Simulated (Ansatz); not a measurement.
Profile along the Ag–Ag line in Ag (fcc, Cu type)

Ag (fcc, Cu type), conventional cell a = b = c = 4.054 Å, α = β = γ = 90.00°. The calculation uses the primitive cell of 1 atom, to which meshes and values per cell refer.

Fields along a shortest Ag–Ag line of a {100} plane (2.87 Å), from Ag to Ag, interpolated on the slice's grid (step about 0.1 Å). All values below come from PBEsol (plane waves to 420 eV, PAW, scalar-relativistic; Ansatz, a program for electronic structure). k mesh 20×20×20. These are valence fields of a PAW run, semicore shells included where kept as valence: close to a nucleus they are smooth pseudo fields. Ag was relaxed with its symmetry unable to fall.

| distance from Ag (Å) | valence electron density (e/Å³) | electron localisation function |
|---|---|---|
| 0.00 | 21.14 | x |
| 0.29 | 15.73 | x |
| 0.57 | 6.45 | 0.57 |
| 0.86 | 1.37 | 0.37 |
| 1.15 | 0.36 | 0.19 |
| 1.44 | 0.23 | 0.17 |
| 1.72 | 0.36 | 0.19 |
| 2.01 | 1.37 | 0.37 |
| 2.30 | 6.45 | 0.57 |
| 2.58 | 15.73 | x |
| 2.87 | 21.14 | x |

x: too close to a nucleus for the ELF to mean much.

Density on the Ag–Ag line (2.87 Å) at its midpoint: 0.23 e/Å³. ELF at that point: 0.17.
